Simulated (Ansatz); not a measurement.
An element in the sc structure gives these cold pressures by all-electron LAPW under LDA (Ansatz 0.2.0, scalar-relativistic, no spin polarisation).

```
V (Å³/atom)  P (GPa)
      15.94    -0.01
      14.67     31.1
      13.39     79.8
      12.12    157.1
      10.84    282.9
       9.56    493.8
       8.29    864.0
       7.17     1446
```

(1) Which element is it?

Results:

(1) Os. Its zero-pressure volume in this structure is near 15.9 Å³/atom; the volume and the steepness of P(V) together point to it, though neighbours can come close. Neighbours weren't tried against these numbers.
